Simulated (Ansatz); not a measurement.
MgH₂ in space group Pbcn (No. 60; Mg on 4c, H on 8d), the program Ansatz at the LDA level (PAW). The conduction-band minimum lies on the Γ–X line, 71 % of the way from Γ, with 2 equivalent valleys. Second derivatives d²E/dk² of the lowest band at one valley (eV·Å²), along Cartesian directions:

```csv
direction,d²E/dk²
[100],14.96
[010],8.320
[001],21.62
[110],11.64
[101],18.29
[011],14.97
```

Find the principal effective masses, the density-of-states mass and the conductivity mass.

Off-diagonal terms follow from H_xy = H[110] − (H_xx + H_yy)/2, and m*/mₑ = 7.620 eV·Å² over each eigenvalue: 0.35, 0.51, 0.92. One valley's DOS mass (m₁m₂m₃)^(1/3) = 0.55, conductivity mass 3/(Σ 1/mᵢ) = 0.51 mₑ.

What effective density of states Nc follows at 300 K for parabolic valleys?

Nc = 2.509e19 × 2 × (0.55)^(3/2) ≈ 2.0e19 cm⁻³.

With the computed static dielectric constant 11.6 (mean of the diagonal), estimate a hydrogenic donor's binding energy and radius.

E = 13.606 eV × 0.51/11.6² ≈ 52 meV; a = 0.529 Å × ε/m* ≈ 12 Å. Semilocal masses tend to be too small where the gap is.

The first step of the workflow began from a Materials Project structure, measured or hypothetical; the Crystallography Open Database copy checked does not list it. It is not the phase usual at ambient conditions (space group No. 136). The cell was relaxed with LDA under the symmetry of its start; phonons on a q-mesh show no instability.

Potentials: the later of the program's two PAW sets.
